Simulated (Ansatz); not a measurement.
Method: DFT PBE, scalar-relativistic, plane waves, PAW in Ansatz. Settings of the last relaxation (12-atom cell): 420 eV, 12×12×2 k points, Gaussian smearing of 0.02 eV, no spin polarisation.

Formation energies are uncorrected and count from the elements' standard states at the same level.

Q: Suggest a trial structure for a trigonal semiconductor that holds Al and 2 more elements, with a gap near 0.9 eV, a formation energy near −0.42 eV/atom and about 24 Å³ per atom, in a cell of 12 atoms.

A: Al5InAs6, space group P3m1 (No. 156). Al on its first site has 4 As at 2.49–2.50 Å; Al on its second site has 4 As at 2.47–2.50 Å; In has 4 As at 2.59–2.67 Å; around As on its first site lie 4 Al at 2.49–2.50 Å; 8 more sites not described.

```yaml
crystal:
  lattice:
    - [4.09147, 0.00000, 0.00000]
    - [-2.04574, 3.54332, 0.00000]
    - [0.00000, 0.00000, 20.21850]
  atoms:
    - { symbol: Al, position: [0.66667, 0.33333, 0.16682] }
    - { symbol: Al, position: [0.66667, 0.33333, 0.49337] }
    - { symbol: Al, position: [0.66667, 0.33333, 0.83988] }
    - { symbol: Al, position: [0.33333, 0.66667, 0.00340] }
    - { symbol: Al, position: [0.33333, 0.66667, 0.33026] }
    - { symbol: In, position: [0.33333, 0.66667, 0.66824] }
    - { symbol: As, position: [0.66667, 0.33333, 0.28999] }
    - { symbol: As, position: [0.66667, 0.33333, 0.61569] }
    - { symbol: As, position: [0.66667, 0.33333, 0.96315] }
    - { symbol: As, position: [0.33333, 0.66667, 0.12658] }
    - { symbol: As, position: [0.33333, 0.66667, 0.45344] }
    - { symbol: As, position: [0.33333, 0.66667, 0.80018] }
```

- Volume per atom: 24.43 Å³
- Density: 3.96 g/cm³
- Formation energy: −0.425 eV/atom
- Gap on the 12×12×2 mesh of the 12-atom cell: 0.93 eV

The structure comes from a generated guess, relaxed at this level; another structure or a mixture of phases may lie lower. The answer needn't be unique; the calculation gave this one.

Kohn–Sham gaps at this level usually fall short of measured ones. The reference form of As is held partly by dispersion forces, which this level lacks. A structure relaxed within its symmetry needn't be a true minimum. Another cell of Al5InAs6 relaxed alike, in P31m, lies 13 meV/atom lower, so this cell isn't the stable form at this level.
